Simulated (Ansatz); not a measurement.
Relaxed NbSi₂ (CrSi2 type, space group P6_222):

```yaml
crystal:
  lattice:
    - [4.81046, 0.00000, 0.00000]
    - [-2.40523, 4.16598, 0.00000]
    - [0.00000, 0.00000, 6.61846]
  atoms:
    - { symbol: Nb, position: [0.50000, 0.00000, 0.00000] }
    - { symbol: Nb, position: [0.50000, 0.50000, 0.33333] }
    - { symbol: Nb, position: [0.00000, 0.50000, 0.66667] }
    - { symbol: Si, position: [0.15931, 0.31861, 0.00000] }
    - { symbol: Si, position: [0.84069, 0.15931, 0.33333] }
    - { symbol: Si, position: [0.68139, 0.84069, 0.66667] }
    - { symbol: Si, position: [0.84069, 0.68139, 0.00000] }
    - { symbol: Si, position: [0.15931, 0.84069, 0.33333] }
    - { symbol: Si, position: [0.31861, 0.15931, 0.66667] }
```

The atoms are displaced by Q × the pattern below (from a DFPT mode at Γ, largest move 1; Q in Å), at fixed cell.

```tsv
atom	x	y	z
Nb1	1.000	0.000	0.000
Nb2	-0.500	-0.866	0.000
Nb3	-0.500	0.866	0.000
Si4	0.496	0.000	-0.500
Si5	-0.248	-0.430	0.500
Si6	-0.248	0.430	-0.500
Si7	0.496	0.000	0.500
Si8	-0.248	-0.430	-0.500
Si9	-0.248	0.430	0.500
```

The numbers are results of PBE (plane waves to 420 eV, PAW, scalar-relativistic; Ansatz, a quantum-chemistry and plane-wave program), not measurements. k mesh 11×11×7 (Γ-centred), Fermi-Dirac smearing 0.05 eV. With partly filled bands, energies and forces of such displacements shift with the k mesh and the smearing. NbSi2 is run without spin polarisation. NbSi2 was relaxed with its symmetry unable to fall.

At one point of the scan the forces (eV/Å) are:

```csv
atom,Fx,Fy,Fz
Nb1,1.288,0.000,0.000
Nb2,-0.644,-1.115,0.000
Nb3,-0.644,1.115,0.000
Si4,0.200,0.063,-0.219
Si5,-0.155,-0.142,0.219
Si6,-0.155,0.142,-0.219
Si7,0.200,-0.063,0.219
Si8,-0.045,-0.205,-0.219
Si9,-0.045,0.205,0.219
```

Task: Which point is it?
A) Q = -0.067 Å
B) Q = -0.033 Å
C) Q = -0.083 Å
D) Q = -0.017 Å

Result: C, Q = -0.083 Å

(For displaced atoms, the force is minus the slope of the energy, and its curvature is a force constant, which sets phonon frequencies.)
